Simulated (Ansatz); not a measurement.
Input:

Ga2O3 (beta-Ga2O3 type, space group C2/m)

Space group C2/m (No. 12); a = 12.456 Å, b = 3.083 Å, c = 5.877 Å, α = 90.00°, β = 103.70°, γ = 90.00°

| atom | site | symmetry | x | y | z |
|---|---|---|---|---|---|
| Ga | 4i | m | 0.0899 | 0.0000 | 0.7947 |
| Ga | 4i | m | 0.1585 | 0.5000 | 0.3142 |
| O | 4i | m | 0.1635 | 0.0000 | 0.1092 |
| O | 4i | m | 0.1737 | 0.0000 | 0.5643 |
| O | 4i | m | 0.4960 | 0.0000 | 0.2567 |
(The calculation used a cell of 10 atoms; values per cell refer to that cell.)

Equation-of-state scan: isotropic scaling of the cell above, V₀ being its volume. The atoms relax within the cell's symmetry.

The numbers are results of PBE (plane waves to 420 eV, PAW, scalar-relativistic; Ansatz, a program for electronic structure), not measurements. k mesh 11×11×6 (Γ-centred), Fermi-Dirac smearing 0.05 eV. E stands for the smeared free energy. Stress and pressure are positive under compression. With the shape held, the modulus is that of even scaling; a crystal free to change shape is softer. Ga2O3 was relaxed with its symmetry unable to fall. The PAW data are Ansatz's earlier set. The zero of ΔE is the relaxed starting cell.

The scan covers V/V₀ from 0.900 to 1.100 in 9 points.

**Question.** What is the fitted pressure derivative B₀′?

**Answer.** 4.0.

**Question.** What bulk modulus at fixed cell shape B₀ follows from a third-order Birch-Murnaghan fit?

**Answer.** 157 GPa.

(Under strain, the slope of the energy per volume gives the stress and its curvature an elastic modulus.)
